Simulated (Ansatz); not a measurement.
La$_{2}$O$_{3}$:
```yaml
crystal:
  lattice:
    - [3.94040, 0.00000, 0.00000]
    - [-1.97020, 3.41249, 0.00000]
    - [0.00000, 0.00000, 6.18755]
  atoms:
    - { symbol: La, position: [0.66667, 0.33333, 0.75263] }
    - { symbol: La, position: [0.33333, 0.66667, 0.24737] }
    - { symbol: O, position: [0.66667, 0.33333, 0.35470] }
    - { symbol: O, position: [0.33333, 0.66667, 0.64530] }
    - { symbol: O, position: [0.00000, 0.00000, 0.00000] }
```

Relaxed with PBE.

Task: Give the Bader charges and basin volumes of the independent atoms, DFT-PBE in the program Ansatz with PAW potentials.

Result: 

| atom | Bader charge (e) | Bader volume (Å³) |
|---|---|---|
| La1 | +2.02 | 19.2 |
| O3 | -1.32 | 14.4 |
| O5 | -1.39 | 15.9 |

Space group P-3m1 (La2O3 or Ni2Al3 type). Symmetry was held in the PBE relaxation. Scalar-relativistic: spin–orbit coupling is off unless named, which matters more the heavier the elements.

Potentials: the later of the program's two PAW sets.
